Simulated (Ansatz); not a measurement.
**Magnetic states of MnHg**

```
CELL_PARAMETERS angstrom
6.63000 0.00000 0.00000
0.00000 3.31500 0.00000
0.00000 0.00000 3.31500
ATOMIC_POSITIONS crystal
Mn 0.25000 0.50000 0.50000
Hg 0.00000 0.00000 0.00000
Mn 0.75000 0.50000 0.50000
Hg 0.50000 0.00000 0.00000
```

Computed with plane-wave PAW DFT (Ansatz 0.2.0): PBE, 420 eV cutoff, 5×10×10 Γ-centred mesh, fermi-dirac occupations of width 0.050 eV. The atoms are fixed and numbered as listed; spin is collinear, without spin-orbit coupling.

The cycle has several fixed points for this cell. Moments (μB):

| state | Mn1 | Mn3 | other atoms together | size of the net moment a cell |
| --- | --- | --- | --- | --- |
| A | 3.89 | -3.89 | 0.00 | 0.00 |
| B | 0.00 | 0.00 | 0.00 | 0.00 |
| C | 3.88 | 3.88 | -0.05 | 7.82 |

Site moments are taken in small spheres that don't touch (radius about 0.4 of the atom's shortest bond), so those of the magnetic atoms read low, and they needn't add up to the net moment. State B was run without spin polarisation.

Task: What is the order in energy at zero smearing?

Result: State A (antiparallel, compensated) is lowest; C (parallel moments) lies 24 meV above it, B (without moments) lies 747 meV above it, all counted an atom of the cell.

Task: What does magnetism gain here?

Result: 747 meV an atom of the cell, or 1494 meV for each Mn atom, against state B, which has none. In a metal like this the level decides whether moments form at all, so this is no ordering energy.

The cell is that of a Crystallography Open Database entry, unchanged but doubled along one cell vector so that moments can oppose.

Caveats: only orders that fit this cell and collinear spins were tried, so the true order may need a larger cell or canted moments; atoms and cell are not relaxed, and each state would relax in its own way; the k mesh is coarse, so differences of a few meV are uncertain where a state is a metal; one start a pattern, so a lower state of the same pattern may exist.
